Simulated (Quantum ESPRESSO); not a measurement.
**Kohn-Sham bands of KSrCO₃F (P-6m2)**

```yaml
crystal:
  lattice:
    - [5.31426, 0.00000, 0.00000]
    - [-2.65713, 4.60228, 0.00000]
    - [0.00000, 0.00000, 4.76639]
  atoms:
    - { symbol: K, position: [0.66667, 0.33333, 0.00000] }
    - { symbol: Sr, position: [0.33333, 0.66667, 0.50000] }
    - { symbol: C, position: [0.00000, 0.00000, 0.50000] }
    - { symbol: O, position: [0.85839, 0.71678, 0.50000] }
    - { symbol: O, position: [0.85839, 0.14161, 0.50000] }
    - { symbol: O, position: [0.28322, 0.14161, 0.50000] }
    - { symbol: F, position: [0.33333, 0.66667, 0.00000] }
```

Materials Project entry mp-865427; symmetrised, unrelaxed at this level. COD (Crystallography Open Database) has an entry of this formula and space group (matched by these alone). Computed values, not measurements, from PBEsol: Quantum ESPRESSO (norm-conserving PseudoDojo potentials, cutoff 68 Ry, spinors with spin-orbit coupling) on a Γ-centred 4×4×4 mesh, then Wannier90. Density: 12×12×6 mesh, cold smearing 0.01 Ry.

Energies are relative to the valence-band maximum; weights are on the orthonormalised atomic waves of the pseudopotential files, averaged over the group. 48 electrons a cell are treated as valence.

| bands | from (eV) | to (eV) | filling | weight on atomic waves |
|---|---|---|---|---|
| 1–2 | -32.16 | -32.15 | filled | ___ |
| 3–4 | -28.27 | -28.27 | filled | ___ |
| 5–8 | -21.39 | -20.99 | filled | ___ |
| 9–12 | -18.39 | -18.17 | filled | ___ |
| 13–14 | -15.12 | -14.77 | filled | ___ |
| 15–18 | -14.06 | -13.56 | filled | ___ |
| 19–20 | -12.03 | -12.00 | filled | ___ |
| 21–24 | -11.79 | -11.71 | filled | ___ |
| 25–26 | -7.60 | -6.80 | filled | ___ |
| 27–32 | -6.04 | -5.24 | filled | ___ |
| 33–46 | -3.50 | -1.32 | filled | ___ |
| 47–48 | -0.61 | 0.00 | filled | ___ |

Which atomic shells make up each group?


- 1–2, weight on atomic waves: Sr 4s 97 %
- 3–4, weight on atomic waves: K 3s 99 %
- 5–8, weight on atomic waves: F 2s 47 %, O 2s 27 %, C 2s 15 %
- 9–12, weight on atomic waves: O 2s 66 %, C 2p 28 %
- 13–14, weight on atomic waves: Sr 4p 96 %
- 15–18, weight on atomic waves: Sr 4p 96 %
- 19–20, weight on atomic waves: K 3p 99 %
- 21–24, weight on atomic waves: K 3p 99 %
- 25–26, weight on atomic waves: O 2p 55 %, O 2s 30 %, C 2s 10 %
- 27–32, weight on atomic waves: O 2p 63 %, C 2p 23 %, O 2s 11 %
- 33–46, weight on atomic waves: O 2p 55 %, F 2p 41 %
- 47–48, weight on atomic waves: O 2p 97 %

The Kohn-Sham gap over both meshes and the path is 4.08 eV.
